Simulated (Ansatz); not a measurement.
Method: DFT PBE, scalar-relativistic, plane waves, PAW (Ansatz). Settings: cutoff 420 eV, Γ-centred meshes spaced at most about 0.3 Å⁻¹, and about 0.25 Å⁻¹ or finer for metals (2π included), Gaussian smearing. No spin polarisation in the final relaxations.

All energies are static (0 K, no zero-point motion). All come from trial cells, and lower structures may exist.

Question: Order these relaxed structures of HfH6 by energy, lowest first, with the energy over the lowest of them.
1.

```xyz
7
Lattice="4.9101 0.0000 0.0000 0.0000 4.9101 0.0000 0.0000 0.0000 2.7688" Properties=species:S:1:pos:R:3 pbc="T T T"
Hf    0.0000    0.0000    0.0000
H     0.4451    3.3951    1.3844
H     4.4650    1.5150    1.3844
H     1.5150    0.4451    1.3844
H     3.3951    4.4650    1.3844
H     0.0000    2.4550    1.3844
H     2.4550    0.0000    1.3844
```

2.

```xyz
7
Lattice="5.1387 0.0000 0.0000 0.0000 5.1387 0.0000 0.0000 0.0000 5.1387" Properties=species:S:1:pos:R:3 pbc="T T T"
Hf    0.0000    0.0000    0.0000
H     2.0481    0.0000    0.0000
H     3.0905    0.0000    0.0000
H     0.0000    2.0481    0.0000
H     0.0000    3.0905    0.0000
H     0.0000    0.0000    2.0481
H     0.0000    0.0000    3.0905
```

Answer: 1 (0 meV/atom), 2 (357 meV/atom). Forms: 1 P4/m; 2 Pm-3m. Counting H atoms around Hf (those within 1.25 times the shortest such distance or 1.15 times the sum of covalent radii, 1.27 where that leaves under three): cell 1 has Hf 8; cell 2 has Hf 6. Even the lowest lies +0.38 eV/atom against the elements.

Spin–orbit coupling, which can matter for Hf, is left out. With hydrogen, zero-point motion can shift such differences by 10 meV/atom or more. Cells relaxed within their symmetry can be saddle points. Some types were kept out of the candidates beforehand, so the set may lack a known form.
